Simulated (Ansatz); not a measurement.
Is this CaC6 structure stable?

The cell was found from a structure generator's guess, not taken from experiment.

Method: Ansatz 0.2.0, DFT PBE+D3(BJ), scalar-relativistic, plane waves, PAW. The final run on the 7-atom cell used 420 eV, a Γ-centred 12×12×8 mesh, 0.10 eV smearing and no spin polarisation.

```xyz
7
Lattice="4.3327 0.0000 0.0000 -2.1663 3.7522 0.0000 0.0000 0.0000 4.4585" Properties=species:S:1:pos:R:3 pbc="T T T"
Ca    0.0000    0.0000    2.2292
C    -1.4443    2.5016    0.0000
C     2.8886    0.0000    0.0000
C     0.7220    1.2506    0.0000
C     1.4443    2.5016    0.0000
C     1.4440    0.0000    0.0000
C    -0.7220    1.2506    0.0000
```

Energies over the elements count from the elements' standard structures at the same level, with no fitted energy shifts.

Problem. These tests were run: energy against the elements; phonons at Γ. What do they show?

Solution.

```tsv
test	result
energy against the elements	−0.04 eV/atom
phonons at Γ	lowest optical mode 136 cm⁻¹
```

It fails none of these tests. Whether a mixture of other phases lies lower isn't tested here. Phonons away from Γ weren't computed.

For metals, differences of a few meV/atom aren't resolved. The run for the phonons used a 12×12×8 k mesh and Fermi–Dirac smearing of 0.15 eV.
